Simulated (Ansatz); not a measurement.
Geometry optimisation in Ansatz: input, command and trajectory.

```yaml
crystal:
  lattice:
    - [5.274258446, 0.0, 0.0]
    - [-2.637129223, 4.5676418004, 0.0]
    - [0.0, 0.0, 4.2334061805]
  atoms:
    - { symbol: B, position: [0.833, 0.666, 0.25] }
    - { symbol: B, position: [0.167, 0.833, 0.75] }
    - { symbol: B, position: [0.334, 0.167, 0.25] }
    - { symbol: B, position: [0.167, 0.334, 0.75] }
    - { symbol: B, position: [0.833, 0.167, 0.25] }
    - { symbol: B, position: [0.666, 0.833, 0.75] }
    - { symbol: Pb, position: [0.3333333333, 0.6666666667, 0.25] }
    - { symbol: Pb, position: [0.6666666667, 0.3333333333, 0.75] }
basis:
  ecutwfc: 420
kpoints:
  mp_grid: { grid: [6, 6, 4] }
hamiltonian:
  xc: pbe
scf:
  occupations: { method: gaussian, width: 0.1 }
  lower_state_search: "off"
output:
  forces: true
  stress: true
  eigenvalues: true
relax:
  adjacent_minimum: "off"
  f_tol: 0.04
  max_steps: 70
  cell: { stress_tol: 0.4 }
```

```bash
ansatz run input.yaml --threads 1 --pin off --max-ram 2560MiB --backend cpu --events-out ev --progress --plain --runs-dir out
```

The calculation used DFT PBE, scalar-relativistic, plane waves, PAW in Ansatz 0.2.0.

Of 16 frames 10 are shown, positions in Å and forces in eV/Å; the SCF threshold varies from step to step. Steps run on the plane waves of an earlier cell, with a Pulay correction in the pressure. The basis is chosen afresh for the last frame, the zero of the energies, and at times for earlier ones too; energy and pressure step there, also at an unchanged geometry. Here that happened at step 14 (-9 meV/atom, 0.7 GPa); the frames before carry an error of that size.

```xyz
8
Lattice="5.2743 0.0000 0.0000 -2.6371 4.5676 0.0000 0.0000 0.0000 4.2334" Properties=species:S:1:pos:R:3:forces:R:3 pbc="T T T" step=1 free_energy_over_end_meV_per_atom=1436.24 pressure_GPa=5.48
B     2.6371    3.0420    1.0584    0.0000    1.3463    0.0000
B    -1.3159    3.8048    3.1751   -1.1659    0.6731    0.0000
B     1.3212    0.7628    1.0584   -1.1659   -0.6731    0.0000
B     0.0000    1.5256    3.1751    0.0000   -1.3463    0.0000
B     3.9531    0.7628    1.0584    1.1659   -0.6731    0.0000
B     1.3159    3.8048    3.1751    1.1659    0.6731    0.0000
Pb    0.0000    3.0451    1.0584    0.0000    0.0000    0.0000
Pb    2.6371    1.5225    3.1751    0.0000    0.0000    0.0000
8
Lattice="5.3077 0.0000 0.0000 -2.6539 4.5966 0.0000 0.0000 0.0000 4.2703" Properties=species:S:1:pos:R:3:forces:R:3 pbc="T T T" step=3 free_energy_over_end_meV_per_atom=681.00 pressure_GPa=-3.37
B     2.6539    3.4553    1.0676    0.0000    2.6064    0.0000
B    -1.6654    4.0259    3.2027   -2.2572    1.3032    0.0000
B     0.9884    0.5707    1.0676   -2.2572   -1.3032    0.0000
B     0.0000    1.1414    3.2027    0.0000   -2.6064    0.0000
B     4.3193    0.5707    1.0676    2.2572   -1.3032    0.0000
B     1.6654    4.0259    3.2027    2.2572    1.3032    0.0000
Pb    0.0000    3.0644    1.0676    0.0000    0.0000    0.0000
Pb    2.6539    1.5322    3.2027    0.0000    0.0000    0.0000
8
Lattice="5.3191 0.0000 0.0000 -2.6596 4.6065 0.0000 0.0000 0.0000 4.1483" Properties=species:S:1:pos:R:3:forces:R:3 pbc="T T T" step=4 free_energy_over_end_meV_per_atom=481.51 pressure_GPa=10.75
B     2.6596    3.6580    1.0371    0.0000   -1.4419    0.0000
B    -1.8382    4.1323    3.1112    1.2487   -0.7210    0.0000
B     0.8214    0.4742    1.0371    1.2487    0.7210    0.0000
B     0.0000    0.9485    3.1112    0.0000    1.4419    0.0000
B     4.4977    0.4742    1.0371   -1.2487    0.7210    0.0000
B     1.8382    4.1323    3.1112   -1.2487   -0.7210    0.0000
Pb    0.0000    3.0710    1.0371    0.0000    0.0000    0.0000
Pb    2.6596    1.5355    3.1112    0.0000    0.0000    0.0000
8
Lattice="5.6912 0.0000 0.0000 -2.8456 4.9287 0.0000 0.0000 0.0000 3.8923" Properties=species:S:1:pos:R:3:forces:R:3 pbc="T T T" step=6 free_energy_over_end_meV_per_atom=252.41 pressure_GPa=-2.27
B     2.8456    3.9466    0.9731    0.0000   -0.4177    0.0000
B    -1.9951    4.4377    2.9193    0.3617   -0.2088    0.0000
B     0.8505    0.4911    0.9731    0.3617    0.2088    0.0000
B     0.0000    0.9821    2.9193    0.0000    0.4177    0.0000
B     4.8407    0.4911    0.9731   -0.3617    0.2088    0.0000
B     1.9951    4.4377    2.9193   -0.3617   -0.2088    0.0000
Pb    0.0000    3.2858    0.9731    0.0000    0.0000    0.0000
Pb    2.8456    1.6429    2.9193    0.0000    0.0000    0.0000
8
Lattice="5.8360 0.0000 0.0000 -2.9180 5.0542 0.0000 0.0000 0.0000 3.4791" Properties=species:S:1:pos:R:3:forces:R:3 pbc="T T T" step=8 free_energy_over_end_meV_per_atom=49.06 pressure_GPa=0.07
B     2.9180    4.0511    0.8698    0.0000   -0.2224    0.0000
B    -2.0494    4.5526    2.6093    0.1926   -0.1112    0.0000
B     0.8686    0.5015    0.8698    0.1926    0.1112    0.0000
B     0.0000    1.0030    2.6093    0.0000    0.2224    0.0000
B     4.9674    0.5015    0.8698   -0.1926    0.1112    0.0000
B     2.0494    4.5526    2.6093   -0.1926   -0.1112    0.0000
Pb    0.0000    3.3694    0.8698    0.0000    0.0000    0.0000
Pb    2.9180    1.6847    2.6093    0.0000    0.0000    0.0000
8
Lattice="5.9328 0.0000 0.0000 -2.9664 5.1380 0.0000 0.0000 0.0000 3.2708" Properties=species:S:1:pos:R:3:forces:R:3 pbc="T T T" step=9 free_energy_over_end_meV_per_atom=14.81 pressure_GPa=3.04
B     2.9664    4.1164    0.8177    0.0000   -0.1543    0.0000
B    -2.0817    4.6272    2.4531    0.1336   -0.0771    0.0000
B     0.8847    0.5108    0.8177    0.1336    0.0771    0.0000
B     0.0000    1.0215    2.4531    0.0000    0.1543    0.0000
B     5.0481    0.5108    0.8177   -0.1336    0.0771    0.0000
B     2.0817    4.6272    2.4531   -0.1336   -0.0771    0.0000
Pb    0.0000    3.4253    0.8177    0.0000    0.0000    0.0000
Pb    2.9664    1.7127    2.4531    0.0000    0.0000    0.0000
8
Lattice="6.0452 0.0000 0.0000 -3.0226 5.2353 0.0000 0.0000 0.0000 3.2391" Properties=species:S:1:pos:R:3:forces:R:3 pbc="T T T" step=11 free_energy_over_end_meV_per_atom=9.56 pressure_GPa=0.30
B     3.0226    4.2029    0.8098    0.0000   -0.1039    0.0000
B    -2.1285    4.7191    2.4293    0.0900   -0.0519    0.0000
B     0.8941    0.5162    0.8098    0.0900    0.0519    0.0000
B     0.0000    1.0324    2.4293    0.0000    0.1039    0.0000
B     5.1511    0.5162    0.8098   -0.0900    0.0519    0.0000
B     2.1285    4.7191    2.4293   -0.0900   -0.0519    0.0000
Pb    0.0000    3.4902    0.8098    0.0000    0.0000    0.0000
Pb    3.0226    1.7451    2.4293    0.0000    0.0000    0.0000
8
Lattice="6.0386 0.0000 0.0000 -3.0193 5.2295 0.0000 0.0000 0.0000 3.2436" Properties=species:S:1:pos:R:3:forces:R:3 pbc="T T T" step=13 free_energy_over_end_meV_per_atom=9.36 pressure_GPa=-0.02
B     3.0193    4.1928    0.8109    0.0000    0.0047    0.0000
B    -2.1214    4.7112    2.4327   -0.0041    0.0023    0.0000
B     0.8979    0.5184    0.8109   -0.0041   -0.0023    0.0000
B     0.0000    1.0368    2.4327    0.0000   -0.0047    0.0000
B     5.1407    0.5184    0.8109    0.0041   -0.0023    0.0000
B     2.1214    4.7112    2.4327    0.0041    0.0023    0.0000
Pb    0.0000    3.4864    0.8109    0.0000    0.0000    0.0000
Pb    3.0193    1.7432    2.4327    0.0000    0.0000    0.0000
8
Lattice="6.0386 0.0000 0.0000 -3.0193 5.2295 0.0000 0.0000 0.0000 3.2436" Properties=species:S:1:pos:R:3:forces:R:3 pbc="T T T" step=14 free_energy_over_end_meV_per_atom=0.44 pressure_GPa=0.64
B     3.0193    4.1928    0.8109    0.0000    0.0159    0.0000
B    -2.1214    4.7112    2.4327   -0.0138    0.0080    0.0000
B     0.8979    0.5184    0.8109   -0.0138   -0.0080    0.0000
B     0.0000    1.0368    2.4327    0.0000   -0.0159    0.0000
B     5.1407    0.5184    0.8109    0.0138   -0.0080    0.0000
B     2.1214    4.7112    2.4327    0.0138    0.0080    0.0000
Pb    0.0000    3.4864    0.8109    0.0000    0.0000    0.0000
Pb    3.0193    1.7432    2.4327    0.0000    0.0000    0.0000
8
Lattice="6.0686 0.0000 0.0000 -3.0343 5.2556 0.0000 0.0000 0.0000 3.2377" Properties=species:S:1:pos:R:3:forces:R:3 pbc="T T T" step=16 free_energy_over_end_meV_per_atom=0.00 pressure_GPa=0.10
B     3.0343    4.2175    0.8094    0.0000    0.0101    0.0000
B    -2.1353    4.7366    2.4283   -0.0088    0.0051    0.0000
B     0.8990    0.5190    0.8094   -0.0088   -0.0051    0.0000
B     0.0000    1.0380    2.4283    0.0000   -0.0101    0.0000
B     5.1697    0.5190    0.8094    0.0088   -0.0051    0.0000
B     2.1353    4.7366    2.4283    0.0088    0.0051    0.0000
Pb    0.0000    3.5037    0.8094    0.0000    0.0000    0.0000
Pb    3.0343    1.7519    2.4283    0.0000    0.0000    0.0000
```

The start puts this composition into another compound's structure type, which needn't suit it. At the end the space group is P6_3/mmc (tolerance 0.05 Å).

It took 40 s on 1 thread of Intel(R) Xeon(R) 6975P-C (Granite Rapids), with other jobs on the host, peak memory 0.44 GiB.

The k mesh is coarse. Spin–orbit coupling is left out, which can shift energies with elements as heavy as these.